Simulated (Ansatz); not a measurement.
**Data sheet: BeS (DFT)**

BeS:
```
CELL_PARAMETERS angstrom
      3.41176     0.00000     0.00000
     -1.70588     2.95467     0.00000
      0.00000     0.00000     5.62487
ATOMIC_POSITIONS crystal
  Be 0.33333 0.66667 0.99946
  S  0.66667 0.33333 0.12554
  Be 0.66667 0.33333 0.49946
  S  0.33333 0.66667 0.62554
```

Space group P6_3mc (No. 186), wurtzite; conventional cell a = 3.4118 Å, b = 3.4118 Å, c = 5.6249 Å, α = 90.00°, β = 90.00°, γ = 120.00°.

Method: plane-wave PAW PBEsol (Ansatz code). The cell and atoms are relaxed at this level. Other levels are named where they apply.

**Cell and energy**

| Item | Result |
|---|---|
| Volume per atom | 14.18 Å³ |
| Density | 2.41 g/cm³ |
| Formation energy from the elements (no fitted shifts) | -106 kJ/mol-atom |

**Electronic structure**

| Item | Result |
|---|---|
| Band gap | 3.44 eV (indirect) |
| Valence-band maximum | at Γ |
| Conduction-band minimum | at K (2 equivalent valleys) |
| Smallest direct gap on the standard path | 5.01 eV |
| Electron effective mass | 0.30, 0.51, 0.51 mₑ (principal values) |
| Hole effective mass, band 1 of 2 at the edge | 1.5 along x, 1.3 along z (mₑ) |
| Hole effective mass, band 2 of 2 at the edge | 0.26 along x, 1.3 along z (mₑ) |
| HSE06 gap on the PBEsol cell | 4.58 eV |

**Mechanics**

| Quantity | Result |
|---|---|
| Bulk modulus (Birch–Murnaghan fit) | 969 kbar |
| Pressure derivative B′ | 3.8 |
| Elastic constants (relaxed ions, GPa) | C11 = 191, C12 = 57.1, C13 = 39.2, C33 = 220, C44 = 54.5 |
| Mechanical stability | stable (all eigenvalues of C positive) |
| Hill bulk and shear moduli | 96.9 and 65.2 GPa |
| Young's modulus | 160 GPa |
| Poisson's ratio | 0.23 |
| Debye temperature from the elastic constants | 709 K |
| Piezoelectric stress constants (proper, relaxed ions, C/m²) | e15 = e24 = -0.05, e31 = e32 = -0.04, e33 = 0.21 |

**Dielectric response**

| Property | Value |
|---|---|
| Electronic dielectric constant ε∞ (DFPT) | 5.36 (xx = yy), 5.48 (zz) |
| Static dielectric constant ε0 (ions relaxed, cell fixed) | 7.06 (xx = yy), 7.48 (zz) |
| Born charges (a third of the trace) | Be +1.56, S -1.56 e |
| Largest static χ(2) component | 7.6 pm/V |

**Phonons**

| Item | Value |
|---|---|
| Highest zone-centre frequency (without LO–TO term) | 610 cm⁻¹ |
| Zone-centre stability | no imaginary mode at Γ |
| Dynamical stability on the path | stable (no imaginary branch) |
| Zero-point energy | 75.3 meV/atom |
| Vibrational entropy at 300 K | 15.3 J/(K·mol of atoms) |

The start of the workflow was typed in or built on a structure type; neither database checked (COD, Materials Project) lists it. COD files the formula under space group No. 216. Whether it is the stable phase at ambient conditions was not checked. Symmetry was held in the PBEsol relaxation. Signs of piezoelectric constants follow the polarity of the cell as given. The references are the lowest solids computed at this level, not always the standard phases.

Potentials: the later of the program's two PAW sets.
